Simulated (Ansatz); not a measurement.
How much do the gradients of NbCd₃ depend on the method?

Cell: a COD entry, whose atoms a relaxation with PBE at fixed cell left in place.

```
CELL_PARAMETERS angstrom
4.21500 0.00000 0.00000
0.00000 4.21500 0.00000
0.00000 0.00000 4.21500
ATOMIC_POSITIONS crystal
Nb 0.00000 0.00000 0.00000
Cd 0.00000 0.50000 0.50000
Cd 0.50000 0.00000 0.50000
Cd 0.50000 0.50000 0.00000
```

Atom numbers follow the list; atoms alike are taken as one site, whose name carries the number of the first.

First run. All values are calculated (Ansatz; DFT, PBE, plane waves and PAW, scalar-relativistic, 420 eV cutoff, Γ-centred 8×8×8 k-points, Fermi–Dirac smearing 0.05 eV), not measured.

```
site  atom  V_zz (10²¹ V/m²)     η
  Cd     2             11.79  0.00
```

Second run. The same atoms and settings, except that the functional is r2SCAN and the cutoff is 500 eV.

(1) Given the first result, estimate the second.

Answers

(1) 

```
site  atom   V_zz     η  change of V_zz
  Cd     2  13.25  0.00           +1.46
```

The largest change of V_zz is on Cd, from 11.79 to 13.25. In per cent, |V_zz| changes by +12 on Cd (all sites that start above 2). Sites without a gradient aren't listed.

The run finds no gap above 0.1 eV (a metal, or nearly one), so the gradients can move by 10 % or more with the k-mesh. Without spin–orbit coupling (the program notes it for Cd and Nb) the gradients can shift somewhat, as the gap is small.
For the first run: At this cell the PBE pressure is 7 GPa, so with PBE the cell would grow if it were relaxed.
For the second run: At this cell the principal stresses reach 5 GPa in size with r2SCAN, which can matter for small gradients.
